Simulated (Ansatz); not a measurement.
The calculation used DFT, PBEsol, plane waves (420 eV) with PAW, scalar-relativistic in Ansatz. (PAW data from PBE, frozen cores regenerated.)

An element in the bcc structure gives this curve. The cell is scaled uniformly from the relaxed one, with fractional coordinates and shape fixed. Energies are extrapolated to zero smearing, pressures are those at the given smearing. Magnetic state: spin not included.

| V (Å³/atom) | E − E₀ (meV/atom) | P (GPa) |
| --- | --- | --- |
| 18.738 | 117.3 | 16.72 |
| 19.590 | 48.2 | 10.23 |
| 20.442 | 10.7 | 4.77 |
| 21.294 | 0.0 | 0.15 |
| 22.145 | 11.8 | -3.74 |
| 22.997 | 42.5 | -7.02 |
| 23.849 | 89.1 | -9.79 |

Which element is it?
A. lithium
B. selenium
C. magnesium
D. hafnium

D. Its fit is V₀ = 21.25 Å³/atom, B₀ = 106 GPa, B₀′ = 3.3.
